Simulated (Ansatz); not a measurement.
A geometry of Sr away from equilibrium: step 2 of the relaxation of a generated trial cell of Sr in the AFLOW prototype A_hR2_166_c (A7, as in As). Level of theory: PBE (plane waves to 420 eV, PAW, scalar-relativistic; Ansatz, a program for electronic structure). Γ-centred k-mesh 8×8×8 on the run's cell (coarser than for final values), Fermi–Dirac smearing 0.05 eV.

```xyz
2
Lattice="2.5812 1.4902 4.7883 -2.5812 1.4902 4.7883 0.0000 -2.9805 4.7883" Properties=species:S:1:pos:R:3:forces:R:3 pbc="T T T" free_energy=-7087.689 pressure_GPa=0.3
Sr     0.0000     0.0000     3.4640    0.0000    0.0000    0.5968
Sr     0.0000     0.0000    10.9008    0.0000    0.0000   -0.5968
```

Positions in Å, forces in eV/Å, free energy of the cell in eV (comparable only within this code, potentials and settings). Largest force: 0.60 eV/Å, on Sr1, Sr2 (atoms numbered as listed); the geometry lies 0.40 eV/atom above the end of its relaxation.

No spin polarisation in the result.

The run could not lose the symmetry of its start.
